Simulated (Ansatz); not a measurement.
SbPd (NiAs type, space group No. 194) under volume change, PBEsol (plane waves, PAW; program Ansatz), shape and atoms relaxed at each volume.

```
V (Å³/atom)  E − E(relaxed) (meV/atom)  P (GPa)
-----------  -------------------------  -------
18.343                            75.3    14.60
18.948                            31.4     8.84
19.552                             7.4     4.03
20.157                             0.0     0.00
20.762                             6.6    -3.37
21.367                            24.7    -6.15
21.971                            52.4    -8.44
```

Problem. What does a third-order Birch–Murnaghan fit give for V₀, B₀ and B′?

Solution. V₀ = 20.16 Å³/atom, B₀ = 122 GPa, B′ = 5.1.

Space group P6_3/mmc (NiAs type). The workflow started from a Materials Project entry (that database holds measured and hypothetical structures alike); the Crystallography Open Database files this formula in space group No. 194, but the cells were not matched. Whether it is the stable phase at ambient conditions was not checked. Symmetry was held in the PBEsol relaxation; whether a distortion lowers the energy is not shown. No spin polarisation was allowed. Spin–orbit coupling is left out wherever it is not named.

Potentials: the later of the program's two PAW sets.
